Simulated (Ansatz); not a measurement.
In PBEsol (plane waves, PAW; program Ansatz), BP in the tetragonal phase (P4_2/mnm; B on 4f, P on 4g) relaxes to a = 5.532 Å, c = 3.187 Å. Its formation energy from the elements is -0.30 eV/atom, with no fitted shifts.

The Kohn–Sham gap is 0.26 eV (indirect). The valence maximum lies at Γ and the conduction minimum on the Γ–Z line, 59 % of the way from Γ (2 equivalent valleys). HSE06 on the same cell gives 1.05 eV. Electrons at the band edge weigh 0.32, 0.32, 0.46 mₑ (principal values).

The bulk modulus is 155 GPa. The relaxed-ion elastic constants in GPa are C11 = 313, C12 = 86.6, C13 = 47.7, C33 = 414, C44 = 135, C66 = 79.5. The elastic constants imply a Debye temperature near 938 K. Perturbation theory gives ε∞ = 9.33 (xx = yy), 8.39 (zz). Letting the ions move raises it to ε0 = 9.46 (xx = yy), 8.51 (zz). Born charges are B -0.53, P +0.53 e. The phonon dispersion is stable (no imaginary branch). Without the LO–TO term the highest mode at Γ lies at 860 cm⁻¹.

The start of the workflow was typed in or built on a structure type; neither database checked (COD, Materials Project) lists it. It is not the phase usual at ambient conditions (space group No. 216). Symmetry was held in the PBEsol relaxation. The references are the lowest solids computed at this level, not always the standard phases.

Potentials: the earlier of the program's two PAW sets. The files were generated under PBE; for other functionals the program regenerates the frozen cores, and for LDA and PBEsol the local potential too.
